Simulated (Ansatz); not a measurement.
## Ti3PbO7 at a changed volume: 47Ti NMR of the central transition

Cell: a computed structure from the Materials Project (it need not be an observed phase), relaxed with PBE at fixed cell and then changed (volume scaled by 0.96).

Space group P2_1/m (No. 11); a = 6.5202, b = 3.7637, c = 10.6158 Å, β = 98.14°.

```csv
site,Wyckoff,site symmetry,x,y,z
Ti1,2e,m,0.5521,0.7500,0.8990
Ti3,2e,m,0.6939,0.7500,0.5652
Ti5,2e,m,0.2542,0.7500,0.6558
Pb,2e,m,0.0060,0.7500,0.1520
O9,2e,m,0.4742,0.7500,0.0740
O11,2e,m,0.7454,0.7500,0.3824
O13,2e,m,0.3552,0.7500,0.4781
O15,2e,m,0.8328,0.7500,0.9433
O17,2e,m,0.9549,0.7500,0.6299
O19,2e,m,0.5664,0.7500,0.7145
O21,2e,m,0.2495,0.7500,0.8244
```

One atom of each set is listed.

All values are calculated (Ansatz; DFT, PBE, plane waves and PAW (field gradients read without the response of the frozen cores, which leaves them typically 4 to 6 % off), scalar-relativistic, 420 eV cutoff, Γ-centred 4×6×2 k-points, Fermi–Dirac smearing 0.02 eV), not measured.

47Ti has I = 5/2 and Q = 302.0 mb (Pyykkö 2018); at 18.8 T its Larmor frequency is ν₀ = 45.2 MHz. Only the quadrupole interaction is simulated: positions count from each site's isotropic chemical shift, and shift anisotropy, dipolar and J coupling are left out.

The Ti sites: Ti1 (2 atoms; 6 O at 1.82–2.02 Å); Ti3 (2 atoms; 5 O at 1.74–2.02 Å; also 1 O at 2.27 Å); Ti5 (2 atoms; 6 O at 1.79–2.08 Å).

Fitted components of the simulated spectrum:

```
component  |C_Q| (MHz)     η
        A         12.7  0.57
        B         22.8  0.47
        C         27.5  0.88
```

Task: Which site most likely gives which component?

Result: By the calculation, A is Ti3, B is Ti5, C is Ti1. Like point charges on the first shell alone (each adding as 1/d³) would give another order (Ti1 < Ti5 < Ti3): the covalent part of each bond and the atoms beyond the first shell count as well.

At this changed cell the PBE pressure is 12 GPa. The atoms aren't relaxed in the changed cell (largest force 0.6 eV/Å).
